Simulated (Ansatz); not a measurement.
Equation of state of LiSb3 under PBE

It takes space group Pm-3m (No. 221, cubic). The conventional cell has a = 4.681 Å, b = 4.681 Å, c = 4.681 Å, α = 90.00°, β = 90.00°, γ = 90.00°. Sb (site symmetry 4/mmm) has 8 Sb at 3.31 Å and 4 Li at 3.31 Å as nearest neighbours. Li (site symmetry m-3m) has 12 Sb at 3.31 Å as nearest neighbours.

The cell comes from a database or a generator and needn't be the stable form of this composition.

The cell was scaled at fixed shape and fractions and run with Ansatz, Ansatz PAW, cutoff 420 eV; PBE, k mesh 6 × 6 × 6 on the cell of 4 atoms, fermi-dirac occupations of 0.05 eV, no spin polarisation, no spin-orbit coupling. Energies are those that the program minimises, any entropy of the smearing included. For a metal such a mesh isn't converged to the digits shown.

```csv
V (Å³/atom),energy over the lowest row (meV/atom)
24.1040,18.932
24.6169,8.749
25.1297,2.581
25.6426,0.000
26.1554,0.646
26.6683,?
27.1811,10.342
```

Problem. Fit the third-order Birch-Murnaghan form, give V0, B0 and B′, and predict the energy left open.

Solution. With y = (V0/V)^(2/3), E = E0 + (9 V0 B0/16) [(y - 1)³ B′ + (y - 1)² (6 - 4y)]. Least squares through the rows shown give V0 = 25.7892 Å³/atom, E0 = -0.130 meV, B0 = 49.11 GPa (1 eV/Å³ = 160.218 GPa) and B′ = 4.41, with a largest miss of 0.003 meV. At V = 26.6683 the form with these constants gives 4.193 meV; the run gave 4.183 meV an atom.
